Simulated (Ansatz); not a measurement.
Data:

SiC:
```xyz
8
Lattice="3.0778 0.0000 0.0000 -1.5389 2.6654 0.0000 0.0000 0.0000 10.0775" Properties=species:S:1:pos:R:3 pbc="T T T"
Si     1.5389     0.8885     9.4510
Si     0.0000     1.7769     4.4123
Si     0.0000     0.0000     6.9322
Si     0.0000     0.0000     1.8935
C      1.5389     0.8885     7.5561
C      0.0000     1.7769     2.5174
C      0.0000     0.0000     5.0434
C      0.0000     0.0000     0.0047
```

This is the r²SCAN-relaxed structure. Cartesian axes are those of the cell as given.

Problem. All from r²SCAN (plane waves, PAW; program Ansatz), unless another level is named. Predict the piezoelectric stress constants (proper, relaxed ions, C/m²).

Solution. e31 = e32 = 0.04, e33 = -0.11.

Problem. Next, the Poisson's ratio?

Solution. 0.16.

Problem. Give the vibrational entropy at 300 K.

Solution. 8.2 J/(K·mol of atoms).

Space group P6_3mc (4H polytype). Symmetry was held in the r²SCAN relaxation; phonons on a q-mesh show no instability.

Potentials: the earlier of the program's two PAW sets.
